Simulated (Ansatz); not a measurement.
Starting cell, C (graphite type, space group P6_3/mmc):

```yaml
crystal:
  lattice:
    - [2.46498, 0.00000, 0.00000]
    - [-1.23249, 2.13473, 0.00000]
    - [0.00000, 0.00000, 6.72886]
  atoms:
    - { symbol: C, position: [0.00000, 0.00000, 0.25000] }
    - { symbol: C, position: [0.00000, 0.00000, 0.75000] }
    - { symbol: C, position: [0.33333, 0.66667, 0.25000] }
    - { symbol: C, position: [0.66667, 0.33333, 0.75000] }
```

Two-dimensional scan of atom 1 (C, nearest neighbour C at 1.423 Å; its periodic images, 2.5 Å or more away, move with it): u runs along (0.707, 0.707, 0.000), v along (0.000, 0.000, 1.000) (Cartesian). Cell and other atoms are fixed.

All values below come from PBE-D3(BJ) (plane waves to 420 eV, PAW, scalar-relativistic; Ansatz, a first-principles code). k mesh 12×12×4 (Γ-centred), Fermi-Dirac smearing 0.05 eV. Stress and pressure are positive under compression. Points where atoms come too close for the PAW data are left out (x in tables, blank in figures). With partly filled bands, energies and forces of such displacements shift with the k mesh and the smearing. C was relaxed with its symmetry unable to fall. The PAW data are Ansatz's earlier set. The last digit holds for this mesh only.

Changes of P (GPa) from the point u = 0.000 Å, v = 0.000 Å when one coordinate moves alone (two changes are said to add if the coupling is within 5 % of the smaller one, nearly so within 20 %):

| point | change |
|---|---|
| u = 0.000 Å, v = -0.470 Å | -4.60 |
| u = 0.000 Å, v = -0.313 Å | -2.43 |
| u = 0.000 Å, v = -0.157 Å | -0.68 |
| u = -0.157 Å, v = 0.000 Å | 6.33 |
| u = 0.157 Å, v = 0.000 Å | 4.91 |
| u = 0.313 Å, v = 0.000 Å | 16.14 |
| u = 0.470 Å, v = 0.000 Å | 31.36 |
| u = 0.000 Å, v = 0.157 Å | -0.68 |
| u = 0.000 Å, v = 0.313 Å | -2.43 |
| u = 0.000 Å, v = 0.470 Å | -4.60 |

Problem. What is the change at u = 0.313 Å, v = -0.313 Å, where both move, and how far is it from the sum?

Solution. The sum of the single changes is 16.14 + (-2.43) = 13.71; the calculation gives 10.51, so the coupling contributes -3.20 (over 20 % of the smaller single change, not additive).

Problem. Do the two effects add at u = -0.157 Å, v = -0.470 Å? Give the computed change.

Solution. The sum of the single changes is 6.33 + (-4.60) = 1.73; the calculation gives -0.92, so the coupling contributes -2.65 (over 20 % of the smaller single change, not additive).

Problem. What is the change at u = 0.470 Å, v = -0.313 Å, where both move, and how far is it from the sum?

Solution. The sum of the single changes is 31.36 + (-2.43) = 28.93; the calculation gives 22.75, so the coupling contributes -6.18 (over 20 % of the smaller single change, not additive).

(A displaced cell: forces are minus the slopes of the energy, force constants its curvatures, and phonons follow from these.)
